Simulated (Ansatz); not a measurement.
A distorted cell of SnSe2 (CdI2 type):

```yaml
crystal:
  lattice:
    - [7.68056, 0.00000, 0.00000]
    - [-1.92014, 3.32578, 0.00000]
    - [0.00000, 0.00000, 6.00569]
  atoms:
    - { symbol: Sn, position: [0.04004, 0.91991, 0.06375] }
    - { symbol: Sn, position: [0.50000, 0.00000, 0.00000] }
    - { symbol: Se, position: [0.16667, 0.66667, 0.26533] }
    - { symbol: Se, position: [0.66667, 0.66667, 0.26533] }
    - { symbol: Se, position: [0.33333, 0.33333, 0.73467] }
    - { symbol: Se, position: [0.83333, 0.33333, 0.73467] }
```

These are PBE-D3(BJ) (plane waves to 420 eV, PAW, scalar-relativistic; Ansatz, a program for electronic structure) values and carry that method's errors. k mesh 4×8×5 (Γ-centred), Fermi-Dirac smearing 0.05 eV. E stands for the smeared free energy. Stress and pressure are positive under compression. As the smearing reaches across the gap at some points, energies and forces of such displacements shift with the k mesh and the smearing. SnSe2 was relaxed with its symmetry unable to fall.

**Question.** Predict the force on every atom, in eV/Å.

**Answer.** 
```tsv
atom	Fx	Fy	Fz
Sn1	-9.102	3.812	-8.296
Sn2	1.422	0.646	-1.015
Se3	7.895	-4.439	7.465
Se4	0.001	-0.036	0.425
Se5	-0.378	-0.270	0.680
Se6	0.162	0.287	0.741
```

**Question.** What is the stress tensor (GPa)?

**Answer.** 
```
   12.1     -7.4     10.1
   -7.4      3.4     -5.9
   10.1     -5.9      7.1
```
The pressure, a third of the trace, is 7.5 GPa.

**Question.** In it atom 1 sits (0.461, -0.266, 0.383) Å away from its relaxed site. What is its energy relative to the relaxed cell?

**Answer.** 2921 meV/cell.

(A displaced cell: forces are minus the slopes of the energy, force constants its curvatures, and phonons follow from these.)
